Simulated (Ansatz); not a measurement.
Input for Ansatz (plane-wave DFT, PAW):

```yaml
crystal:
  lattice:
    - [5.1597536153, -2.4437801787, 0.0167404946]
    - [5.1597536153, 2.4437801787, 0.0167404946]
    - [-0.1843266549, 0.0, 11.5007539577]
  atoms:
    - { symbol: H, position: [0.7576803787, 0.3303660885, 0.7673892296] }
    - { symbol: H, position: [0.6696339115, 0.2423196213, 0.2326107704] }
    - { symbol: H, position: [0.9286914558, 0.0318077805, 0.6025264204] }
    - { symbol: H, position: [0.9681922195, 0.0713085442, 0.3974735796] }
    - { symbol: H, position: [0.0881679834, 0.1773678023, 0.9453994599] }
    - { symbol: H, position: [0.8226321977, 0.9118320166, 0.0546005401] }
    - { symbol: H, position: [0.38463554, 0.9264286237, 0.865583087] }
    - { symbol: H, position: [0.0735713763, 0.61536446, 0.134416913] }
    - { symbol: H, position: [0.1629376586, 0.3002575479, 0.8277607649] }
    - { symbol: H, position: [0.6997424521, 0.8370623414, 0.1722392351] }
    - { symbol: H, position: [0.4309561988, 0.8325872033, 0.5294335595] }
    - { symbol: H, position: [0.1674127967, 0.5690438012, 0.4705664405] }
    - { symbol: H, position: [0.5486567603, 0.8529274674, 0.670294022] }
    - { symbol: H, position: [0.1470725326, 0.4513432397, 0.329705978] }
    - { symbol: H, position: [0.2528824178, 0.1906869008, 0.5970179289] }
    - { symbol: H, position: [0.8093130992, 0.7471175822, 0.4029820711] }
    - { symbol: C, position: [0.9135168862, 0.8939484646, 0.8285325053] }
    - { symbol: C, position: [0.1060515354, 0.0864831138, 0.1714674947] }
    - { symbol: C, position: [0.9717218223, 0.1011135239, 0.7796822653] }
    - { symbol: C, position: [0.8988864761, 0.0282781777, 0.2203177347] }
    - { symbol: C, position: [0.1176018826, 0.9423880678, 0.664340947] }
    - { symbol: C, position: [0.0576119322, 0.8823981174, 0.335659053] }
    - { symbol: C, position: [0.3515867737, 0.9549414895, 0.6126997668] }
    - { symbol: C, position: [0.0450585105, 0.6484132263, 0.3873002332] }
    - { symbol: "N", position: [0.0719322121, 0.6330200455, 0.7729783934] }
    - { symbol: "N", position: [0.3669799545, 0.9280677879, 0.2270216066] }
    - { symbol: "N", position: [0.1645874215, 0.1238074255, 0.8586975787] }
    - { symbol: "N", position: [0.8761925745, 0.8354125785, 0.1413024213] }
    - { symbol: O, position: [0.2557316384, 0.6279177766, 0.6866248049] }
    - { symbol: O, position: [0.3720822234, 0.7442683616, 0.3133751951] }
    - { symbol: O, position: [0.7282841528, 0.9713754223, 0.9110769869] }
    - { symbol: O, position: [0.0286245777, 0.2717158472, 0.0889230131] }
basis:
  ecutwfc: 420
kpoints:
  mp_grid: { grid: [4, 4, 2] }
hamiltonian:
  xc: pbe
  dispersion: d3bj
scf:
  occupations: { method: gaussian, width: 0.02 }
output:
  forces: true
  stress: true
  eigenvalues: true
```

Command:
```bash
ansatz run input.yaml --threads 8 --pin off --max-ram 16384MiB --backend cpu --events-out ev --progress --plain --runs-dir out
```

Theory: Ansatz 0.2.0, DFT PBE+D3(BJ), scalar-relativistic, plane waves, PAW.

Part of what the program printed, abridged (final results; tables in files aren't shown):

```
SCF 1 converged in 9 iterations: F = -6067.405099 eV  dr2 = 8.94e-8
SCF converged after 9 iterations
Free energy (F): -6067.405099 eV
Harris-Foulkes:  -6067.405099 eV  (|F-HF|=2.79e-9)
Internal energy: -6067.405099 eV  (E = F + TS)
E sigma→0 (E₀):  -6067.405099 eV
Fermi energy:    3.205081 eV
--- Per-component energies (eV) ---
  E_band       = -654.507352
  E_kinetic    = 2174.140777
  E_local      = -6557.911570  (includes V_loc(G=0)·N_el)
  E_nonlocal   = 619.564930
  E_hartree    = 2366.186196
  E_xc         = -1059.374169
  E_vxc        = -1337.514392  (∫ρ·V_xc dr)
  E_paw        = -1945.359802  (= ΣΔE_a)
  E_vpaw       = -285.146812  (= ΣTr[D̂ρ^β])
  E_aug_tail   = -0.010791  (compensation charges beyond the density's cutoff)
  E_ewald      = -1662.715585
  E_disp       = -1.925085  (pairwise vdW)
  E_smearing   =  0.000000  (= −TS)
--- Forces (eV/Å), atoms counted from 1 ---
  atom   1  H     -0.01427431    -0.00816858     0.00157801
  atom   2  H      0.01427431    -0.00816858    -0.00157801
  atom   3  H      0.00440875     0.00595822     0.00386639
  atom   4  H     -0.00440875     0.00595822    -0.00386639
  atom   5  H      0.00662158     0.23896257     0.19908936
  atom   6  H     -0.00662158     0.23896257    -0.19908936
  atom   7  H      0.26811891     0.03076458    -0.16332951
  atom   8  H     -0.26811891     0.03076458     0.16332951
  atom   9  H      0.16167120    -0.03261231     0.01416943
  atom  10  H     -0.16167120    -0.03261231    -0.01416943
  atom  11  H     -0.00025525    -0.00171995     0.00046115
  atom  12  H      0.00025525    -0.00171995    -0.00046115
  atom  13  H      0.00672444    -0.00363785    -0.00058088
  atom  14  H     -0.00672444    -0.00363785     0.00058088
  atom  15  H      0.00112165    -0.00077931     0.00155219
  atom  16  H     -0.00112165    -0.00077931    -0.00155219
  atom  17  C     -0.21162043     0.32782430     0.41802824
  atom  18  C      0.21162043     0.32782430    -0.41802824
  atom  19  C     -0.02507784     0.03166622    -0.06059902
  atom  20  C      0.02507784     0.03166622     0.06059902
  atom  21  C      0.00554521     0.00082229    -0.02274040
  atom  22  C     -0.00554521     0.00082229     0.02274040
  atom  23  C      0.00020484    -0.00006184    -0.01026042
  atom  24  C     -0.00020484    -0.00006184     0.01026042
  atom  25  N     -0.04067522    -0.18007610    -0.04333058
  atom  26  N      0.04067522    -0.18007610     0.04333058
  atom  27  N     -0.20276592    -0.13147471     0.06076265
  atom  28  N      0.20276592    -0.13147471    -0.06076265
  atom  29  O      0.05624536    -0.04162633    -0.06557263
  atom  30  O     -0.05624536    -0.04162633     0.06557263
  atom  31  O      0.13407869    -0.23557755    -0.06752706
  atom  32  O     -0.13407869    -0.23557755     0.06752706
--- Stress (GPa, compression-positive) ---
       -0.265467       0.000000      -0.166365
        0.000000      -0.020795       0.000000
       -0.166365       0.000000      -0.164481
  P = ⅓ Tr σ = -0.1502 GPa (-1.502 kbar)
--- Band table (eV; the first three rows and the last of 14) ---
  k-point 0: bands = ["-20.8669", "-20.8534", "-18.8930", "-18.7478", "-17.7537", "-17.5916", "-14.3528", "-14.3143", "-13.2781", "-13.1450", "-11.4379", "-11.3220", "-8.8619", "-8.8317", "-8.1360", "-8.0593", "-7.4953", "-7.2874", "-7.0402", "-6.8465", "-5.9961", "-5.6665", "-5.5877", "-4.8800", "-4.7256", "-4.5860", "-4.4647", "-4.3794", "-4.0655", "-3.7708", "-3.4892", "-3.4683", "-3.0314", "-2.8745", "-2.7813", "-2.5109", "-2.0535", "-1.9793", "-1.6521", "-1.3825", "-1.0061", "-0.9586", "0.2210", "0.3626", "1.2024", "1.3085", "5.0064", "5.1927", "5.9270", "6.1422", "6.8163", "7.0745", "7.8201", "7.8337", "8.3358"]
  k-point 1: bands = ["-20.8623", "-20.8581", "-18.8919", "-18.7489", "-17.7536", "-17.5916", "-14.3621", "-14.3072", "-13.2499", "-13.1709", "-11.4243", "-11.3363", "-8.8673", "-8.8208", "-8.1620", "-8.0427", "-7.5513", "-7.1995", "-7.0147", "-6.9182", "-5.9233", "-5.7519", "-5.3205", "-5.0992", "-4.8355", "-4.6930", "-4.4029", "-4.3601", "-3.9758", "-3.8474", "-3.4357", "-3.4173", "-2.9663", "-2.8688", "-2.7261", "-2.6244", "-2.0805", "-1.9558", "-1.5171", "-1.4930", "-1.0298", "-0.9736", "0.2243", "0.3551", "1.1736", "1.3541", "4.9788", "5.1322", "6.0569", "6.1153", "6.9266", "6.9833", "7.7827", "7.7953", "8.3454"]
  k-point 2: bands = ["-20.8524", "-20.8393", "-18.8740", "-18.7474", "-17.7807", "-17.6366", "-14.3590", "-14.3255", "-13.2926", "-13.1573", "-11.3962", "-11.3035", "-8.8428", "-8.7767", "-8.1882", "-7.9612", "-7.5323", "-7.3131", "-7.0305", "-6.8632", "-6.1465", "-5.8648", "-5.6088", "-4.8818", "-4.6939", "-4.5428", "-4.4369", "-4.2567", "-3.8821", "-3.6805", "-3.5715", "-3.4504", "-3.0282", "-2.9379", "-2.8058", "-2.4844", "-2.2447", "-2.1592", "-1.6315", "-1.2876", "-0.9929", "-0.8643", "0.2403", "0.4139", "1.2442", "1.3560", "5.2431", "5.4157", "6.1626", "6.3882", "6.9545", "7.2195", "7.5604", "8.0757", "8.3191"]
  k-point 13: bands = ["-20.8371", "-20.8367", "-18.7932", "-18.7599", "-17.8404", "-17.7818", "-14.3962", "-14.3327", "-13.2213", "-13.1254", "-11.2581", "-11.1941", "-8.8401", "-8.7966", "-7.7752", "-7.6130", "-7.4821", "-7.1318", "-7.0159", "-6.9334", "-6.4643", "-6.4552", "-5.7071", "-5.2074", "-5.0698", "-4.7328", "-4.2846", "-4.1720", "-3.7076", "-3.5114", "-3.4931", "-3.3899", "-3.0514", "-3.0373", "-2.7910", "-2.6742", "-2.2181", "-2.1877", "-1.5056", "-1.4391", "-0.9150", "-0.8146", "0.3780", "0.5214", "1.2415", "1.3667", "5.3873", "5.6158", "6.2022", "6.3368", "6.7756", "6.8048", "7.1819", "7.4346", "7.9386"]
```

The run converged.

The run took 2.3 s on 8 threads of Intel(R) Xeon(R) 6975P-C (Granite Rapids), on a shared host, peak memory 1.1 GiB.